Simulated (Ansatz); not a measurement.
Here is the system:

SrNiF6:
```
SrNiF6
1.0
    3.47060     2.00375     2.16041
   -3.47060     2.00375     2.16041
    0.00000    -4.00751     2.16041
Sr Ni F
1 1 6
Direct
  0.50000   0.50000   0.50000
  0.00000   0.00000   0.00000
  0.71915   0.71915   0.06841
  0.28085   0.28085   0.93159
  0.06841   0.71915   0.71915
  0.93159   0.28085   0.28085
  0.71915   0.06841   0.71915
  0.28085   0.93159   0.28085
```

This is the LDA-relaxed structure. Tensor components refer to the Cartesian frame of this cell.

Problem. All from plane-wave PAW LDA (Ansatz code), unless another level is named. Predict the hole effective mass.

Solution. 3.2, 3.2, 28 mₑ (principal values).

Problem. Give the electron effective mass, band 2 of 2 at the edge.

Solution. 1.3 along z (mₑ).

Problem. Predict the smallest direct gap on the standard path.

Solution. 1.37 eV.

Problem. What about the weight of the conduction-edge state by species (Voronoi cells)?

Solution. Ni 57 %, F 42 %.

Problem. And the weight of the valence-edge state by species (Voronoi cells)?

Solution. F 55 %, Ni 45 %.

Problem. And the valence-band maximum?

Solution. at F.

Space group R-3m. The first step of the workflow began from a Materials Project structure, measured or hypothetical; the Crystallography Open Database files this formula in space group No. 166, but the cells were not matched. Whether it is the stable phase at ambient conditions was not checked. The cell was relaxed with LDA under the symmetry of its start. At this level the phase is dynamically unstable (imaginary phonons). The run is not spin-polarised. No Hubbard U is applied. Spin–orbit coupling is left out wherever it is not named.

Potentials: the later of the program's two PAW sets.
